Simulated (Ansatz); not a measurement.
The start is a relaxed SnO cell, doubled along one cell vector, shaken by Gaussian noise of σ = 0.08 Å a coordinate. Cell shape, volume and atoms are optimised at zero target pressure with r2SCAN (plane waves to 500 eV, PAW, scalar-relativistic; Ansatz, an electronic-structure program). The first steps use a coarse 5×5×2 k-mesh.

Input geometry:
```
SnO
1.0
    5.20021     0.00000     0.00000
   -2.60011     4.50352     0.00000
    0.00000     0.00000    11.77351
Sn O
6 6
Direct
  0.38510   0.37524   0.98803
  0.35064   0.34842   0.50298
  0.65369   0.04412   0.33822
  0.65438   0.00561   0.83945
  0.98269   0.62724   0.16086
  0.03453   0.62367   0.67467
  0.76698   0.76192   0.26068
  0.74813   0.74516   0.76618
  0.23965   0.00283   0.08190
  0.26498   0.01234   0.58118
  0.97833   0.24534   0.42722
  0.02943   0.27642   0.90772
```

**Question.** How large is the pressure on the unrelaxed cell, and of which sign?

**Answer.** +3.6 GPa (positive: the cell is compressed).

**Question.** What is the largest force in the starting geometry, and on which atom (counted from 1)?

**Answer.** 5.28 eV/Å, on O10 (atoms numbered as listed).

**Question.** How does the volume per atom move from start to end?

**Answer.** -15.0 %, from 22.98 to 19.53 Å³/atom.

**Question.** Write out the relaxed structure.

**Answer.** 
```cif
data_O6Sn6
_chemical_formula_sum 'Sn6 O6'
_space_group_name_H-M_alt 'P3121'
_space_group_IT_number 152
_space_group_name_Hall 'P 31 2"'
_cell_length_a 5.00093
_cell_length_b 5.00093
_cell_length_c 10.82160
_cell_angle_alpha 90.000
_cell_angle_beta 90.000
_cell_angle_gamma 120.000
loop_
_atom_site_label
_atom_site_type_symbol
_atom_site_symmetry_multiplicity
_atom_site_Wyckoff_symbol
_atom_site_fract_x
_atom_site_fract_y
_atom_site_fract_z
_atom_site_occupancy
Sn1 Sn 6 c 0.17984 0.55717 0.46350 1
O1 O 6 c 0.04305 0.62347 0.28516 1
```

Final values are on a 8×8×3 k-mesh of the relaxed cell. No spin polarisation in the result.

The relaxed structure here is a generated cell of SnO: the first start was made by placing the elements on the sites of a structure type, and the end was not matched to a known phase here, so it may be hypothetical. Known forms of SnO include space group No. 129.
